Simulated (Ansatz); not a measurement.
CsSnI3:
```cif
data_Cs4I12Sn4
_chemical_formula_sum 'Cs4 I12 Sn4'
_space_group_name_H-M_alt 'P 1'
_space_group_IT_number 1
_cell_length_a 10.87421
_cell_length_b 4.81879
_cell_length_c 18.05701
_cell_angle_alpha 90.000
_cell_angle_beta 90.000
_cell_angle_gamma 90.000
loop_
_space_group_symop_operation_xyz
  'x, y, z'
loop_
_atom_site_label
_atom_site_type_symbol
_atom_site_fract_x
_atom_site_fract_y
_atom_site_fract_z
_atom_site_occupancy
Cs1 Cs 0.92525 0.75000 0.67187 1
Cs2 Cs 0.57475 0.25000 0.17187 1
Cs3 Cs 0.42525 0.75000 0.82813 1
Cs4 Cs 0.07475 0.25000 0.32813 1
I1 I 0.52303 0.75000 0.61019 1
I2 I 0.97697 0.25000 0.11019 1
I3 I 0.02303 0.75000 0.88981 1
I4 I 0.47697 0.25000 0.38981 1
I5 I 0.16711 0.75000 0.49944 1
I6 I 0.33289 0.25000 0.99944 1
I7 I 0.66711 0.75000 0.00056 1
I8 I 0.83289 0.25000 0.50056 1
I9 I 0.21103 0.25000 0.70994 1
I10 I 0.28897 0.75000 0.20994 1
I11 I 0.71103 0.25000 0.79006 1
I12 I 0.78897 0.75000 0.29006 1
Sn1 Sn 0.33947 0.25000 0.55998 1
Sn2 Sn 0.16053 0.75000 0.05998 1
Sn3 Sn 0.83947 0.25000 0.94002 1
Sn4 Sn 0.66053 0.75000 0.44002 1
```

Relaxed with PBE. DFT-PBE in the program Ansatz with PAW potentials gives a gap of 2.08 eV.

What gap does HSE06 give on the same cell (Ansatz, PAW)?

2.73 eV, 0.65 eV more. The hybrid was solved on a coarser mesh and at special points; the gap given is the minimum over both.

```
k  v1 PBE  c1 PBE  v1 HSE06  c1 HSE06
-  ------  ------  --------  --------
Γ   -0.15    2.25       ___       ___
X   -0.12    2.08     -0.14      2.73
Z   -0.29    2.27       ___       ___
U   -0.13    2.08     -0.15      2.73
Y   -0.15    3.08     -0.15      3.77
S   -0.19    3.08     -0.21      3.77
T   -0.20    3.08       ___       ___
R   -0.18    3.07       ___       ___
```

Top valence (v1) and lowest conduction level (c1) in eV from each method's valence maximum (which need not be a listed point): supply the withheld HSE06 values.


- Z, v1 HSE06: -0.32
- Z, c1 HSE06: 2.92
- Γ, v1 HSE06: -0.16
- Γ, c1 HSE06: 2.89
- T, v1 HSE06: -0.21
- T, c1 HSE06: 3.77
- R, v1 HSE06: -0.20
- R, c1 HSE06: 3.76

Cost on shared cores: the PBE run (SCF on a 3×6×2 mesh, then bands and DOS) roughly 60 core-minutes, the HSE06 run (SCF on 2×4×1, then a few points) around 90 core-minutes (rough); the tasks are unlike.

Space group Pnma. The PBE relaxation kept the symmetry of its start. Scalar-relativistic: spin–orbit coupling is off unless named, which matters more the heavier the elements.

Potentials: the later of the program's two PAW sets.
